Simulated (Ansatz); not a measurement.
## Property card for CdGaNO

CdGaNO:
```xyz
4
Lattice="3.2865 0.0000 0.0000 -1.6433 2.8462 0.0000 0.0000 0.0000 5.7007" Properties=species:S:1:pos:R:3 pbc="T T T"
Ga     0.0000     1.8975     2.8576
Cd     1.6433     0.9487     5.5890
O      0.0000     1.8975     0.9814
N      1.6433     0.9487     3.3985
```

Space group P3m1 (No. 156); conventional cell a = 3.2865 Å, b = 3.2865 Å, c = 5.7007 Å, α = 90.00°, β = 90.00°, γ = 120.00°.

Method: DFT-r²SCAN in the program Ansatz with PAW potentials. Geometry: relaxed at this level of theory. Other levels are named where they apply.

**Cell and energy**

* **Volume per atom**: 13.33 Å³
* **Density**: 6.61 g/cm³
* **Formation energy from the elements (no fitted shifts)**: -84 kJ/mol of atoms

**Electronic structure**

* **Band gap**: 0.87 eV (direct)
* **Valence-band maximum**: at Γ
* **Conduction-band minimum**: at Γ
* **Electron effective mass**: 0.13, 0.14, 0.14 mₑ (principal values)
* **Hole effective mass, band 1 of 2 at the edge**: 2.0 along x, 2.6 along z (mₑ)
* **Hole effective mass, band 2 of 2 at the edge**: 0.14 along x, 2.6 along z (mₑ)
* **HSE06 gap on the r²SCAN cell**: 1.67 eV
* **Gap with spin–orbit coupling**: 0.86 eV

**Mechanics**

- Bulk modulus (Birch–Murnaghan fit) = 143 GPa
- Pressure derivative B′ = 4.4

**Charges**

- Bader charges: Ga +1.70, Cd +1.11, O -1.26, N -1.55 e

The start of the workflow was typed in or built on a structure type; neither database checked (COD, Materials Project) lists it. Whether it is the stable phase at ambient conditions was not checked. Symmetry was held in the r²SCAN relaxation; whether a distortion lowers the energy is not shown. The references are the lowest solids computed at this level, not always the standard phases (solids in place of the gases). Scalar-relativistic: spin–orbit coupling is off unless named, which matters more the heavier the elements.

Potentials: the earlier of the program's two PAW sets.
